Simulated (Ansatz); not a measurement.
YSF:
```
YSF
1.0
    3.77697     0.00000     0.00000
    0.00000     3.77697     0.00000
    0.00000     0.00000     6.82105
Y S F
2 2 2
Cartesian
  0.00000   1.88848   1.54801
  1.88848   0.00000   5.27304
  0.00000   1.88848   4.40444
  1.88848   0.00000   2.41661
  0.00000   0.00000   0.00000
  1.88848   1.88848   0.00000
```

Plane-wave PAW r²SCAN (Ansatz code) gives a gap of 1.77 eV without spin–orbit coupling, maximum at Γ, minimum at Γ.

Question: What happens when spin–orbit coupling is switched on?

Answer: The gap drops by 0.04 eV, to 1.73 eV; maximum at Γ, minimum at Γ.

Question: Give the electron effective mass with spin–orbit coupling.

Answer: 0.31, 0.31, 0.96 mₑ (principal values).

Question: Give the hole effective mass with spin–orbit coupling.

Answer: 0.36, 0.36, 5.4 mₑ (principal values).

Space group P4/nmm. The workflow started from a Materials Project entry (that database holds measured and hypothetical structures alike); the Crystallography Open Database copy checked does not list it. COD files the formula under space group No. 194. Whether it is the stable phase at ambient conditions was not checked. The r²SCAN relaxation kept the symmetry of its start; whether a distortion lowers the energy is not shown. The run is not spin-polarised.

Potentials: the later of the program's two PAW sets.
